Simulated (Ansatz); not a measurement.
Cu₂SO₄:
```xyz
7
Lattice="2.1899 -5.3184 0.0000 2.1899 5.3184 0.0000 0.0000 0.0000 30.0000" Properties=species:S:1:pos:R:3 pbc="T T F"
Cu     1.0950     2.6592    15.7237
S      2.1899     0.0000    15.0000
O      3.0340    -0.8427    15.8826
O      1.3459     0.8427    15.8826
O      3.0340     0.8427    14.1174
O      1.3459    -0.8427    14.1174
Cu     1.0950    -2.6592    14.2763
```
Free-standing layer in the xy plane with vacuum along z and no interaction between images.

Relaxed with r²SCAN+D4. Special points in fractions of this cell's reciprocal vectors: Γ (0.000, 0.000, 0.000); X (-0.292, -0.292, 0.000); A1 (0.292, -0.708, 0.000); Y (0.500, -0.500, 0.000).

Q: List the band energies nearest the valence-band maximum at these points for DFT-r²SCAN+D4 in the program Ansatz with PAW potentials.

A: In eV from the valence-band maximum; about four levels below and three above (degenerate sets whole), none deeper than 8.9 eV; … stands for higher levels left out; points with the same levels are listed once.

| k | below | above |
|---|---|---|
| Γ | -1.25 -1.21 -1.16 -0.30 | 2.41 4.06 5.22 |
| X | -1.15 -1.00 -0.81 -0.56 | 3.12 3.65 4.94 |
| Y | -1.19 -1.13 -1.07 0.00 | 3.57 4.16 … |

Space group C222. The layer was cut from a bulk entry of the Materials Project (measured or hypothetical); whether that bulk phase is the ambient one, and whether the layer has been isolated, was not checked. The r²SCAN+D4 relaxation kept the symmetry of its start; its stability against distortions is not shown here. The workflow began spin-polarised and lost its moments. No Hubbard U is applied.

Potentials: the later of the program's two PAW sets.
